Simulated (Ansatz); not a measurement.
**GeSbTe$_{3}$: iterations to self-consistency**

Level of theory: DFT PBEsol, scalar-relativistic, plane waves, PAW in Ansatz 0.2.0.

```
CELL_PARAMETERS angstrom
2.10348 1.21444 9.87146
-2.10348 1.21444 9.87146
0.00000 -2.42889 9.87146
ATOMIC_POSITIONS crystal
Ge 0.59782 0.59782 0.59782
Sb 0.39770 0.39770 0.39770
Te 0.99836 0.99836 0.99836
Te 0.79258 0.79258 0.79258
Te 0.21354 0.21354 0.21354
```

```json
{
 "plane-wave cutoff": "420 eV",
 "Γ-centred k-mesh": "12×12×12",
 "occupation rule": "Gaussian smearing, 0.1 eV",
 "spin treatment": "unpolarised"
}
```

Each run starts from superposed atomic densities and uses the program's default quasi-Newton mixer with a history of 8 with its automatic preconditioner, at most 120 iterations and the default threshold on the density residual; only the mixing step differs.

| mixing step | iterations | converged | density residual (eV) at iterations 1, 3, 5 |
| --- | --- | --- | --- |
| 0.02 | 11 | yes | 0.57 0.13 0.0047 |
| 0.05 | 11 | yes | 0.57 0.075 0.0028 |
| 0.4 | 10 | yes | 0.57 0.0076 0.00076 |
| 0.6 | 10 | yes | 0.57 0.0068 0.00078 |
| 0.8 | 10 | yes | 0.57 0.0063 0.00081 |

Cost: 5 runs of about 7.4 core-minutes in all, on Oxide Virtual Turin-like Processor (Zen 5) (shared hosts).